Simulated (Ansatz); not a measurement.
As (A7 (α-As type), space group No. 166) at seven volumes, PBE+D3(BJ) (plane waves, PAW; program Ansatz), shape and atoms relaxed at each. One row is withheld.

| V (Å³/atom) | P (GPa) |
|---|---|
| 19.009 | 6.35 |
| 19.636 | 3.87 |
| 20.263 | ? |
| 20.890 | 0.00 |
| 21.516 | -1.35 |
| 22.143 | -2.37 |
| 22.770 | -3.14 |

### Question
Fit the shown pressures and predict the withheld one.

### Answer
P = (3/2)B₀(x^(7/2) − x^(5/2))[1 + (3/4)(B′ − 4)(x − 1)] with x = (V₀/V)^(2/3). Least squares on the six rows gives V₀ = 20.898 Å³/atom, B₀ = 49.4 GPa, B′ = 6.66. At V = 20.263, x = 1.0208 and P = 1.69 GPa. The run itself gave 1.72 GPa.

Space group R-3m (A7 (α-As type)). The cell was relaxed with PBE+D3(BJ) under the symmetry of its start.

Potentials: the later of the program's two PAW sets.
